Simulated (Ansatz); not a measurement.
Computed with Ansatz 0.2.0, DFT PBE, scalar-relativistic, plane waves, PAW. All cells share a 420 eV cutoff and Γ-centred k meshes spaced about 0.3 Å⁻¹ or finer (0.25 for metals, 2π included). No spin polarisation in the final relaxations.

All energies are static (0 K, no zero-point motion). All come from trial cells, and lower structures may exist.

Question: These unrelaxed guesses for TiZn4N are each relaxed within their symmetry. Order them by the energy at which they end, lowest first.
A.

```
CELL_PARAMETERS angstrom
2.90000 0.00000 0.00000
-1.45000 2.51147 0.00000
0.00000 0.00000 10.87000
ATOMIC_POSITIONS crystal
Ti 0.00000 0.00000 0.00000
Zn 0.33333 0.66667 0.61100
Zn 0.66667 0.33333 0.80500
Zn 0.33333 0.66667 0.22100
Zn 0.00000 0.00000 0.41600
N 0.66667 0.33333 0.09700
```

B.

```
CELL_PARAMETERS angstrom
-1.47500 1.47500 9.10000
1.47500 -1.47500 9.10000
1.47500 1.47500 -9.10000
ATOMIC_POSITIONS crystal
Ti 0.00000 0.00000 0.00000
Zn 0.20600 0.20600 0.00000
Zn 0.79400 0.79400 0.00000
Zn 0.61300 0.61300 0.00000
Zn 0.38700 0.38700 0.00000
N 0.50000 0.50000 0.00000
```

C.

```
CELL_PARAMETERS angstrom
2.95000 0.00000 0.00000
0.00000 2.95000 0.00000
0.00000 0.00000 18.20000
ATOMIC_POSITIONS crystal
Ti 0.00000 0.50000 0.94200
Ti 0.50000 0.00000 0.05800
Zn 0.50000 0.00000 0.83000
Zn 0.00000 0.50000 0.17000
Zn 0.00000 0.50000 0.73550
Zn 0.00000 0.50000 0.54700
Zn 0.50000 0.00000 0.45300
Zn 0.00000 0.50000 0.35900
Zn 0.50000 0.00000 0.64100
Zn 0.50000 0.00000 0.26450
N 0.50000 0.00000 0.94200
N 0.00000 0.50000 0.05800
```

Answer: C (ends in P4/nmm, 0 meV/atom), B (ends in I4/mmm, 107 meV/atom), A (ends in P3m1, 217 meV/atom).

The P4/nmm cell has imaginary phonons, to 21i cm⁻¹ on its k mesh, which in a cell without a gap can be an artefact. Without a clear test, and held by symmetry: I4/mmm and P3m1.

Some candidate types were left out of the draw beforehand, so a known form may be missing.
